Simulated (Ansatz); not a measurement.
WC:
```
WC
1.0
    2.92192     0.00000     0.00000
   -1.46096     2.53046     0.00000
    0.00000     0.00000     2.84692
W C
1 1
Cartesian
  0.00000   0.00000   0.00000
  1.46096   0.84349   1.42346
```

Relaxed with PBE. Special points in fractions of this cell's reciprocal vectors: Γ (0.000, 0.000, 0.000); M (0.500, 0.000, 0.000); K (0.333, 0.333, 0.000); A (0.000, 0.000, 0.500); L (0.500, 0.000, 0.500); H (0.333, 0.333, 0.500).

Problem. List the band energies nearest the Fermi level at these points for PBE in the plane-wave PAW code Ansatz.

Solution. In eV from the Fermi level; about four levels below and three above (degenerate sets whole), none deeper than 8.9 eV; … stands for higher levels left out; points with the same levels are listed once.

| k | below | above |
|---|---|---|
| Γ | -4.18 -3.24 -3.24 | 0.14 3.22 3.22 |
| M | -6.92 -3.50 -3.46 -0.42 | 2.36 4.49 4.82 |
| K | -6.45 -4.45 -3.33 | 0.68 1.01 2.05 |
| A | -1.95 -1.95 -0.52 -0.52 | 3.68 … |
| L | -6.32 -4.21 -4.10 | 0.31 4.38 5.26 |
| H | -7.05 -5.30 -1.56 -0.59 | 4.37 6.27 7.50 |

Space group P-6m2. The PBE relaxation kept the symmetry of its start. No spin polarisation was allowed. Scalar-relativistic: spin–orbit coupling is off unless named, which matters more the heavier the elements.

Potentials: the earlier of the program's two PAW sets.
